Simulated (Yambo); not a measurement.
Yambo run on LiTaO3 (space group R3c, No. 161). The wavefunctions come from this Quantum ESPRESSO step (PBEsol, PseudoDojo standard norm-conserving files, scalar-relativistic):

```
&CONTROL
  calculation = 'nscf'
  pseudo_dir = './pseudo'
  outdir = './out'
/
&SYSTEM
  ibrav = 0
  nat = 10
  ntyp = 3
  ecutwfc = 84.0
  ecutrho = 336.0
  occupations = 'fixed'
  force_symmorphic = .true.
  nbnd = 167
/
&ELECTRONS
  conv_thr = 1e-08
  diago_full_acc = .true.
  diago_thr_init = 1e-08
/
ATOMIC_SPECIES
Li 6.9400 Li.upf
O 15.9990 O.upf
Ta 180.9479 Ta.upf
CELL_PARAMETERS angstrom
  2.566980047000   1.482046621000   4.605433000000
 -2.566980047000   1.482046621000   4.605433000000
  0.000000000000  -2.964093243000   4.605433000000
ATOMIC_POSITIONS crystal
Li   0.283220000000   0.283220000000   0.283220000000
Li   0.783220000000   0.783220000000   0.783220000000
O   0.614310000000   0.224470000000   0.866730000000
O   0.224470000000   0.866730000000   0.614310000000
O   0.866730000000   0.614310000000   0.224470000000
O   0.114310000000   0.366730000000   0.724470000000
O   0.724470000000   0.114310000000   0.366730000000
O   0.366730000000   0.724470000000   0.114310000000
Ta   0.999457000000   0.999457000000   0.999457000000
Ta   0.499457000000   0.499457000000   0.499457000000
K_POINTS automatic
4 4 4 0 0 0
```

Yambo input:

```
rim_cut
gw0
dyson
el_el_corr
HF_and_locXC
ppa
em1d
RandQpts= 1000000
RandGvec= 1 Ry
EXXRLvcs= 84 Ry
VXCRLvcs= 336 Ry
Chimod= "HARTREE"
% BndsRnXp
 5 | 166 |
%
NGsBlkXp= 7 Ry
% LongDrXp
 1.0 | 1.0 | 1.0 |
%
PPAPntXp= 27.2114 eV
% GbndRnge
 1 | 166 |
%
GTermKind= "BG"
DysSolver= "n"
ExtendOut
% QPkrange
 1 | 1 | 34 | 35 |
 3 | 3 | 34 | 35 |
 7 | 7 | 34 | 35 |
 13 | 13 | 34 | 35 |
%
```

k points by index: 1 = Γ, 3 = L, 7 = F, 13 = Z.

The o-*.qp file then holds:

```
#    K-point    Band    Eo [eV]    E [eV]    E-Eo [eV]    Vxc [eV]    Vnlxc [eV]    Sc|Eo [eV]    Sc|E [eV]    dSc/dw|Eo [eV]    Re(Z)    Im(Z)
#
    1    34    0.000000    -0.578239    -0.578239    -19.73294    -24.97613    4.505041    4.664950    -7.523647    0.783397    -0.001211
    1    35    3.866246    5.134571    1.268326    -15.81682    -9.983431    -4.299334    -4.565067    -5.700737    0.826788    -0.001041
    3    34    -0.218921    -0.844935    -0.626014    -19.35510    -24.68660    4.531552    4.705487    -7.559101    0.782598    -0.001220
    3    35    4.619233    5.924894    1.305661    -16.36928    -10.47618    -4.301126    -4.587442    -5.966649    0.820161    -0.001138
    7    34    -0.250063    -0.867872    -0.617810    -19.24043    -24.62178    4.591238    4.763541    -7.587631    0.781957    -0.001225
    7    35    3.918374    5.186633    1.268259    -15.93171    -10.10687    -4.289662    -4.556576    -5.726377    0.826144    -0.001047
    13    34    -0.266620    -0.888307    -0.621687    -19.33152    -24.65400    4.528248    4.700794    -7.550968    0.782781    -0.001228
    13    35    5.232737    6.547507    1.314770    -16.41499    -10.31354    -4.487918    -4.786687    -6.182108    0.814863    -0.002594
```
(The two width columns are left out.) Convergence of these settings isn't established.

Spin-orbit coupling is not included.

Geometry of the Materials Project entry, not relaxed at this level.
